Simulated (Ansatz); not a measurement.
PbTe (rock salt)

```yaml
crystal:
  lattice:
    - [0.00000, 3.28451, 3.28451]
    - [3.28451, 0.00000, 3.28451]
    - [3.28451, 3.28451, 0.00000]
  atoms:
    - { symbol: Te, position: [0.00000, 0.00000, 0.00000] }
    - { symbol: Pb, position: [0.50000, 0.50000, 0.50000] }
```

The slice is a {100} plane (indices of the conventional cell) through the point (0.000, 0.000, 0.000) (fractional), spanned by u = [100] and v = [0 1 -1] in vectors of this cell: u (4.64 Å) and v (4.64 Å, at 90° to u). It covers one period; positions are fractions (u, v).

The numbers are results of PBE (plane waves to 420 eV, PAW, scalar-relativistic; Ansatz, a first-principles code), not measurements. k mesh 9×9×9. Near the nuclei the fields are pseudised (PAW); where an atom keeps semicore shells as valence, they peak there. PbTe was relaxed with its symmetry unable to fall. Spin-orbit coupling is left out, though Pb and Te are heavy.

Three fields on this plane, each scaled to ten steps between its own extremes (0 low, 9 high; the total valence density on a logarithmic scale, the potential cut 8 eV below its top; x marks points blanked near nuclei; v = 0 in the bottom row):

Map A
```
|xxxxxx8642100012468xxxxx|
|xxxxx986431000134689xxxx|
|xxxxx975432111234579xxxx|
|xxxx98654333333345689xxx|
|xx998765545555545567899x|
|888766555677877655566788|
|66655556789xxx9876555566|
|444445579xxxxxxx97554444|
|22333468xxxxxxxxx8643332|
|11123579xxxxxxxxx9753211|
|0001357xxxxxxxxxxx753100|
|0001358xxxxxxxxxxx853100|
|0001357xxxxxxxxxxx753100|
|11123579xxxxxxxxx9753211|
|22333468xxxxxxxxx8643332|
|444445579xxxxxxx97554444|
|66655556789xxx9876555566|
|888766555677877655566788|
|xx998765545555545567899x|
|xxxx98654333333345689xxx|
|xxxxx975432111234579xxxx|
|xxxxx986431000134689xxxx|
|xxxxxx8642100012468xxxxx|
|xxxxxx8642100012468xxxxx|
```

Map B
```
|xxxxxx9984100014899xxxxx|
|xxxxx899731000137998xxxx|
|xxxxx898521000125898xxxx|
|xxxx89963211111236998xxx|
|xx889974323333323479988x|
|999997433344444333479999|
|99986433345xxx5433346899|
|887533334xxxxxxx43333578|
|54322234xxxxxxxxx4322234|
|11111345xxxxxxxxx5431111|
|0000134xxxxxxxxxxx431000|
|0000134xxxxxxxxxxx431000|
|0000134xxxxxxxxxxx431000|
|11111345xxxxxxxxx5431111|
|54322234xxxxxxxxx4322234|
|887533334xxxxxxx43333578|
|99986433345xxx5433346899|
|999997433344444333479999|
|xx889974323333323479988x|
|xxxx89963211111236998xxx|
|xxxxx898521000125898xxxx|
|xxxxx899731000137998xxxx|
|xxxxxx9984100014899xxxxx|
|xxxxxx9985100015899xxxxx|
```

Map C
```
|xxxxxx0579999999750xxxxx|
|xxxxx015889999988510xxxx|
|xxxxx036788888887630xxxx|
|xxxx01567776667776510xxx|
|xx001466654333456664100x|
|001356654200000245665310|
|55566653000xxx0003566655|
|778776410xxxxxxx01467787|
|99887520xxxxxxxxx0257889|
|99987400xxxxxxxxx0047899|
|9998630xxxxxxxxxxx036899|
|9998630xxxxxxxxxxx036899|
|9998630xxxxxxxxxxx036899|
|99987400xxxxxxxxx0047899|
|99887520xxxxxxxxx0257889|
|778776410xxxxxxx01467787|
|55566653000xxx0003566655|
|001356654200000245665310|
|xx001466654333456664100x|
|xxxx01567776667776510xxx|
|xxxxx036788888887630xxxx|
|xxxxx015889999988510xxxx|
|xxxxxx0579999999750xxxxx|
|xxxxxx0579999999750xxxxx|
```

Assign the maps to these fields: electron localisation function (ELF); valence electron density; electrostatic potential energy of an electron, from the cell's mean.

A is the valence electron density; B is the electron localisation function (ELF); C is the electrostatic potential energy of an electron, from the cell's mean.
